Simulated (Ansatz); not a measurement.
In the program Ansatz at the LDA level (PAW), GaGeO3 in the tetragonal phase (P4mm; Ga on 1b, Ge on 1a, O on 2c, O on 1b) relaxes to a = 3.452 Å, c = 4.689 Å. Against the elements it lies at -1.34 eV/atom, with no fitted shifts.

Electronic character: metallic (no gap).

The bulk modulus is 128 GPa.

The start of the workflow was typed in or built on a structure type; neither database checked (COD, Materials Project) lists it. Whether it is the stable phase at ambient conditions was not checked. Symmetry was held in the LDA relaxation; its stability against distortions is not shown here. A crystal of weakly bound units computed without a dispersion correction: the cell and the soft elastic constants depend strongly on that. With an odd number of electrons in the cell and no spin polarisation, the count alone makes it a metal. The references are the lowest solids computed at this level, not always the standard phases (solids in place of the gases). Spin–orbit coupling is left out wherever it is not named.

Potentials: the earlier of the program's two PAW sets. The files were generated under PBE; for other functionals the program regenerates the frozen cores, and for LDA and PBEsol the local potential too.
